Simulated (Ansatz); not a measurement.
BaN₂:
```yaml
crystal:
  lattice:
    - [3.57157, 2.20241, 0.00000]
    - [-3.57157, 2.20241, 0.00000]
    - [-1.86065, 0.00000, 7.04098]
  atoms:
    - { symbol: Ba, position: [0.79461, 0.79461, 0.75000] }
    - { symbol: Ba, position: [0.20539, 0.20539, 0.25000] }
    - { symbol: N, position: [0.15027, 0.55609, 0.54509] }
    - { symbol: N, position: [0.84973, 0.44391, 0.45491] }
    - { symbol: N, position: [0.55609, 0.15027, 0.95491] }
    - { symbol: N, position: [0.44391, 0.84973, 0.04509] }
```

Relaxed with r²SCAN.

Problem. Map the electron localisation function on the plane through (0.795, 0.795, 0.750) spanned by u = [1, 1, 0] and v = [1, -1, 1] in lattice vectors, from plane-wave PAW r²SCAN (Ansatz code).

Solution. x is the fraction of u, y of v (the angle between them is 90°; rows are the nearest grid lines); atoms in the plane: Ba at (0.00, 0.00), Ba at (0.91, 0.50), N at (0.56, 0.80), N at (0.35, 0.70), N at (0.56, 0.20), N at (0.35, 0.30).
```
|00189984100000027998200|
|34799962001221013899743|
|99999730024664201489999|
|99862001378999973113789|
|11000134677546999720011|
|01357887898412799862000|
|02589986689866899852000|
|01489972026876654210000|
|21037999998752000135542|
|98411368987510037999999|
|99841024664200279999999|
|38996200000013799830003|
|38996200000013799830003|
|99841024664200279999999|
|98411368987510037999999|
|21037999998752000135542|
|01489972026876654210000|
|02589986689866899852000|
|01357887898412799862000|
|11000134677546999720011|
|99862001378999973113789|
|99999730024664201489999|
|34799962001221013899743|
|00189984100000027998200|
```
Scale: ten equal steps from -0.002 (start of '0') to 0.882 (end of '9'), in the order '0123456789'; x runs from 0.000 to 1.00, y from 0.000 (bottom) to 1.00 (top).

The density is the valence pseudo-density with augmentation charge, so density and ELF within about 1 Å of a nucleus are not all-electron values.

Space group C2/c. The workflow started from a Materials Project entry (that database holds measured and hypothetical structures alike); the Crystallography Open Database copy checked does not list it. Its standing as an ambient phase is unchecked. Symmetry was held in the r²SCAN relaxation; its stability against distortions is not shown here. Scalar-relativistic: spin–orbit coupling is off unless named, which matters more the heavier the elements.

Potentials: the later of the program's two PAW sets.
